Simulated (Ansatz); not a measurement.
**Structure relaxation, Se**

The start is a generated cell, Se placed in the diamond structure type. The cell and all atomic positions are relaxed at zero pressure with r2SCAN (plane waves to 500 eV, PAW, scalar-relativistic; Ansatz, a program for electronic structure). The first steps use a coarse 7×7×7 k-mesh.

Starting cell:
```yaml
crystal:
  lattice:
    - [0.00000, 2.77128, 2.77128]
    - [2.77128, 0.00000, 2.77128]
    - [2.77128, 2.77128, 0.00000]
  atoms:
    - { symbol: Se, position: [0.25000, 0.25000, 0.25000] }
    - { symbol: Se, position: [0.00000, 0.00000, 0.00000] }
```

Question: How large is the pressure on the unrelaxed cell, and of which sign?

Answer: +33 GPa (positive: the cell is compressed).

Question: How much energy is released per atom?

Answer: 0.75 eV/atom.

Question: How do the shortest distances between atoms change?

Answer: The closest pairs of elements (up to four, under 3.6 Å), start → end: Se–Se 2.40 → 2.72 Å.

Question: Give the final cell and atomic positions.

Answer: 
```cif
data_Se8
_chemical_formula_sum 'Se8'
_space_group_name_H-M_alt 'Fd-3m :1'
_space_group_IT_number 227
_space_group_name_Hall 'F 4d 2 3 -1d'
_cell_length_a 6.28847
_cell_length_b 6.28847
_cell_length_c 6.28847
_cell_angle_alpha 90.000
_cell_angle_beta 90.000
_cell_angle_gamma 90.000
loop_
_atom_site_label
_atom_site_type_symbol
_atom_site_symmetry_multiplicity
_atom_site_Wyckoff_symbol
_atom_site_fract_x
_atom_site_fract_y
_atom_site_fract_z
_atom_site_occupancy
Se1 Se 8 a 0.00000 0.00000 0.00000 1
```
(The calculation used a cell of 2 atoms; values per cell refer to that cell.)

The space group stays Fd-3m (No. 227) (the run could not lower it); the end is diamond type, with 2 atoms in the primitive cell. Final values are on a 13×13×13 k-mesh of the relaxed cell. No spin polarisation in the result.

The run could not lose the symmetry of its start: the end is stationary, and may be a saddle point rather than a minimum.

All atoms sit on sites fixed by symmetry, so only the cell could relax.

The relaxed structure here is a generated cell of Se: the first start was made by placing the elements on the sites of a structure type, and the end was not matched to a known phase here, so it may be hypothetical. Known forms of Se include space group No. 152.
